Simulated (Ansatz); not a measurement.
## SnTe2H4N2: settings compared (Ansatz)

The command:

```bash
ansatz run input.yaml --threads 1 --pin off --max-ram 2560MiB --backend cpu --events-out ev --progress --plain --runs-dir out
```

input.yaml:

```yaml
crystal:
  lattice:
    - [0.0, 3.707682, 0.0]
    - [6.10186, -1.853841, 0.0]
    - [1.558018, 0.0, -5.538024]
  atoms:
    - { symbol: Sn, position: [0.0, 0.0, 0.0] }
    - { symbol: Te, position: [0.8812, 0.7624, 0.7537] }
    - { symbol: Te, position: [0.1188, 0.2376, 0.2463] }
    - { symbol: "N", position: [0.6067, 0.2134, 0.7706] }
    - { symbol: "N", position: [0.3933, 0.7866, 0.2294] }
    - { symbol: H, position: [0.61, 0.22, 0.566] }
    - { symbol: H, position: [0.39, 0.78, 0.434] }
    - { symbol: H, position: [0.701, 0.402, 0.7762] }
    - { symbol: H, position: [0.299, 0.598, 0.2238] }
  symmetry: { tolerance: 0.0003 }
kpoints:
  mp_grid: { grid: [5, 5, 3], shift: [0, 0, 0] }
magnetization:
  spin_polarized: false
scf:
  occupations: { method: gaussian, width: 0.0706 }
hamiltonian:
  pseudopotentials: { kind: paw }
  xc: pbe
basis:
  ecutwfc: 420
output:
  forces: true
  stress: true
  eigenvalues: true
```

Origin of the cell: a known structure type with other elements, at an estimated volume, so it need not be a known compound.

Output of this run (shortened):

```
SCF iter   1: F=—  HF=-20810.678701 eV  Δρ=6.32e-3  dr2=6.48e-2  defer=23
SCF iter   2: F=—  HF=-20810.670483 eV  Δρ=1.81e-3  dr2=5.43e-3  defer=81
SCF iter   3: F=—  HF=-20810.669761 eV  Δρ=9.69e-4  dr2=1.55e-3  defer=81
SCF iter   4: F=—  HF=-20810.669526 eV  Δρ=3.27e-4  dr2=2.19e-4  defer=81
SCF iter   5: F=—  HF=-20810.669475 eV  Δρ=9.23e-5  dr2=1.61e-5  defer=81
SCF iter   6: F=—  HF=-20810.669459 eV  Δρ=2.65e-5  dr2=8.39e-7  defer=81
SCF iter   7: F=-20810.669460 eV  HF=-20810.669460 eV  Δρ=6.50e-6  dr2=6.69e-8
SCF 1 converged in 7 iterations: F = -20810.669460 eV  dr2 = 6.69e-8
SCF converged after 7 iterations
Free energy (F): -20810.669460 eV
Harris-Foulkes:  -20810.669460 eV  (|F-HF|=1.28e-8)
Internal energy: -20810.659941 eV  (E = F + TS)
E sigma→0 (E₀):  -20810.664701 eV
Entropy (-TS):   -0.009518 eV (-1.058 meV/atom)
Fermi energy:    7.539025 eV
--- Per-component energies (eV) ---
  E_band       = -681.443165
  E_kinetic    = 865.086968
  E_local      = -4598.226750  (includes V_loc(G=0)·N_el)
  E_nonlocal   = -552.862690
  E_hartree    = 2634.488472
  E_xc         = -787.065772
  E_vxc        = -503.573030  (∫ρ·V_xc dr)
  E_paw        = -13720.883839  (= ΣΔE_a)
  E_vpaw       = -1160.850423  (= ΣTr[D̂ρ^β])
  E_aug_tail   = -0.004516  (compensation charges beyond the density's cutoff)
  E_ewald      = -4651.191814
  E_smearing   = -0.009518  (= −TS)
  Σ components = -20810.669460   (vs F -20810.669460, Δ=0.00e0)
--- Forces (eV/Å), atoms counted from 1 ---
  atom   1  Sn     0.000000     0.000000     0.000000
  atom   2  Te    -6.355800     0.000000     5.329400
  atom   3  Te     6.355800     0.000000    -5.329400
  atom   4  N      1.572788     0.000000     2.279594
  atom   5  N     -1.572788     0.000000    -2.279594
  atom   6  H      0.835256     0.000000    -3.355892
  atom   7  H     -0.835256     0.000000     3.355892
  atom   8  H     -3.430891     0.000000     0.074635
  atom   9  H      3.430891     0.000000    -0.074635
  max |Σ_I F_I| component: 4.44e-16 eV/Å
--- Stress (GPa, compression-positive) ---
       31.736484       0.000000     -25.767339
        0.000000      -3.072757       0.000000
      -25.767339       0.000000      10.549840
  P = ⅓ Tr σ = 13.0712 GPa (130.712 kbar)
```

The same input was run again with these changes:

1. `scf.convergence.dr2_threshold` default → 1.0e-05; `scf.lower_state_search` default → "off"
2. `scf.occupations.method` gaussian → cold; `scf.occupations.width` 0.0706 → 0.005; `kpoints.mp_grid.grid` [5, 5, 3] → [4, 4, 2]; `scf.convergence.dr2_threshold` default → 0.0001
3. `scf.lower_state_search` default → standard; `scf.mixing.preconditioner` default → resta
4. `basis.ecutrho_ratio` default → 12; `basis.ecutwfc` 420 → "350 eV"

```json
{"run": "base", "end": "converged", "SCF iterations": "7", "P (GPa)": "13.07", "max force component (eV/Å)": "6.356", "moment (μB)": "–", "ΔE(σ→0) (meV/atom)": "0"}
{"run": "1", "end": "converged", "SCF iterations": "6", "P (GPa)": "13.07", "max force component (eV/Å)": "6.356", "moment (μB)": "–", "ΔE(σ→0) (meV/atom)": "0.00"}
{"run": "2", "end": "converged", "SCF iterations": "6", "P (GPa)": "12.80", "max force component (eV/Å)": "6.438", "moment (μB)": "–", "ΔE(σ→0) (meV/atom)": "-12.68"}
{"run": "3", "end": "converged", "SCF iterations": "8", "P (GPa)": "13.07", "max force component (eV/Å)": "6.356", "moment (μB)": "–", "ΔE(σ→0) (meV/atom)": "0.00"}
{"run": "4", "end": "converged", "SCF iterations": "7", "P (GPa)": "13.20", "max force component (eV/Å)": "6.367", "moment (μB)": "–", "ΔE(σ→0) (meV/atom)": "17.26"}
```

Energies are compared only where functional, datasets, charge and starting cell are the same.

Not properties of the system: run 2 (too coarse or loose: `kpoints.mp_grid.grid` = [4, 4, 2], `scf.convergence.dr2_threshold` = 0.0001), run 4 (too coarse or loose: `basis.ecutwfc` = "350 eV").

Caveats of the base run: no spin, though holes on the anions or broken bonds may carry moments; no spin-orbit coupling, though heavy elements are present; the given cell is far from equilibrium, with atoms too close or a volume far off; the k mesh is coarse if the cell is a metal.

Run 1: the SCF threshold is loose for forces.
Run 2: the SCF threshold is loose for forces.
Run 4: the cutoff lies below the datasets' advice.

The base run took 12 s on 1 thread of AMD EPYC 7R43 64-Core Processor (Zen 3), with other jobs on the host, peak memory 0.48 GiB, from the program's own first density.
